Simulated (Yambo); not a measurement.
G0W0@PBEsol for a free-standing HfS₂ monolayer (symmetry P-3m1, slab cell 15.9 Å high) in Yambo. Reference settings: 6×6×1 Γ-centred k mesh, bands 2 to 229 and a 9 Ry block in the screening, 229 bands in G with the Bruneval-Gonze terminator, plasmon pole fitted at 27.2 eV, slab-truncated Coulomb interaction, stochastic integration of W near q = 0. The PBEsol gap Γ → M on this mesh is 1.16 eV; G0W0 gaps are taken between the same points.

With and without the terminator, as bands are cut:

| bands in G (in W) | gap, terminator (eV) | gap, none (eV) | valence shift, terminator (eV) | valence shift, none (eV) |
|---|---|---|---|---|
| 76 (229) | 2.813 | 2.821 | -0.893 | -0.478 |
| 142 (229) | 2.809 | 2.818 | -0.929 | -0.711 |
| 229 (229) | 2.805 | 2.807 | -0.938 | -0.822 |

Over this range the gap spans 0.008 eV with the terminator and 0.014 eV without, the valence shift 0.045 eV and 0.344 eV. Neither column has reached its limit for certain.

Spin-orbit coupling is not included.

Geometry relaxed with PBEsol; primitive cell a = 3.601 Å, b = 3.601 Å, c = 15.900 Å, α = 90.00°, β = 90.00°, γ = 120.00°.

A shift is the quasiparticle energy of the state minus its PBEsol energy.
